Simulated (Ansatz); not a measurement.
**B (space group R-3m), frozen-phonon scan**

Starting cell, B (space group R-3m):

```yaml
crystal:
  lattice:
    - [2.42047, 1.39746, 4.13138]
    - [-2.42047, 1.39746, 4.13138]
    - [0.00000, -2.79491, 4.13138]
  atoms:
    - { symbol: B, position: [0.01046, 0.65431, 0.01046] }
    - { symbol: B, position: [0.98954, 0.34569, 0.98954] }
    - { symbol: B, position: [0.01046, 0.01046, 0.65431] }
    - { symbol: B, position: [0.98954, 0.98954, 0.34569] }
    - { symbol: B, position: [0.65431, 0.01046, 0.01046] }
    - { symbol: B, position: [0.34569, 0.98954, 0.98954] }
    - { symbol: B, position: [0.22147, 0.62999, 0.22147] }
    - { symbol: B, position: [0.77853, 0.37001, 0.77853] }
    - { symbol: B, position: [0.22147, 0.22147, 0.62999] }
    - { symbol: B, position: [0.77853, 0.77853, 0.37001] }
    - { symbol: B, position: [0.62999, 0.22147, 0.22147] }
    - { symbol: B, position: [0.37001, 0.77853, 0.77853] }
```

A phonon eigenvector at Γ is frozen into this cell: atom i moves by Q times the vector below, so Q is the largest atomic displacement, in Å. The cell is held.

| atom | x | y | z |
|---|---|---|---|
| B1 | 0.250 | 0.433 | 0.000 |
| B2 | -0.250 | -0.433 | 0.000 |
| B3 | -0.500 | 0.000 | 0.000 |
| B4 | 0.500 | 0.000 | 0.000 |
| B5 | 0.250 | -0.433 | 0.000 |
| B6 | -0.250 | 0.433 | 0.000 |
| B7 | 0.500 | 0.866 | 0.000 |
| B8 | -0.500 | -0.866 | 0.000 |
| B9 | -1.000 | 0.000 | 0.000 |
| B10 | 1.000 | 0.000 | 0.000 |
| B11 | 0.500 | -0.866 | 0.000 |
| B12 | -0.500 | 0.866 | 0.000 |

Method: LDA (plane waves to 420 eV, PAW, scalar-relativistic; Ansatz, an electronic-structure program). k mesh 7×7×7 (Γ-centred), Fermi-Dirac smearing 0.05 eV. Energies are smeared free energies. Stress and pressure are positive under compression. B was relaxed with its symmetry unable to fall. ΔE is measured from the undisplaced structure.

```
Q (Å)   ΔE (meV/cell)  −dE/dQ from forces (eV/Å)  P (GPa)
------  -------------  -------------------------  -------
-0.100            374                      7.472    -0.33
-0.083            259                      6.227    -0.23
-0.067            166                      4.982    -0.15
-0.050             93                      3.736    -0.08
-0.033             41                      2.490    -0.03
-0.017             10                      1.245    -0.01
0.000               0                      0.000     0.00
0.017              10                     -1.245    -0.01
0.033              41                     -2.490    -0.03
0.050              93                     -3.736    -0.08
0.067             166                     -4.982    -0.15
0.083             259                     -6.227    -0.23
0.100             374                     -7.472    -0.33
```

Key numbers:

- Energy at Q = 0.100 Å: 374 meV/cell
- Space group of the distorted cell: R-3 (No. 148), lowered from R-3m
- Symmetry of the curve: even: the same for both signs
- Shape of the curve: a single well with its minimum at or next to zero displacement
- Harmonic wavenumber from the curvature (finite differences): 501 cm⁻¹
- Wavenumber by perturbation theory (DFPT, on another k mesh): 500 cm⁻¹

(For displaced atoms, the force is minus the slope of the energy, and its curvature is a force constant, which sets phonon frequencies.)
